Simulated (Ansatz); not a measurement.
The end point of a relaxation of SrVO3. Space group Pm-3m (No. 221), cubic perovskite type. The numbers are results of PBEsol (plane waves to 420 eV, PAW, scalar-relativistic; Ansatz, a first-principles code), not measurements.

Space group Pm-3m (No. 221); a = b = c = 3.809 Å, α = β = γ = 90.00°

| atom | site | symmetry | x | y | z |
|---|---|---|---|---|---|
| V | 1b | m-3m | 0.5000 | 0.5000 | 0.5000 |
| Sr | 1a | m-3m | 0.0000 | 0.0000 | 0.0000 |
| O | 3c | 4/mm.m | 0.0000 | 0.5000 | 0.5000 |

Task: Give the magnetic moment at the level PBEsol.

Result: Zero (the starting moments vanished).

No spin polarisation in the result: the starting moments vanished. The relaxed primitive cell holds an odd number of electrons. A magnetic state may lie lower. No Hubbard U is applied.

It was reached from a disturbed copy of a R-3c (No. 167) cell (AFLOW prototype ABC3_hR10_167_a_b_e (G0_1, as in CaCO3)), against which it lies -0.36 eV/atom.
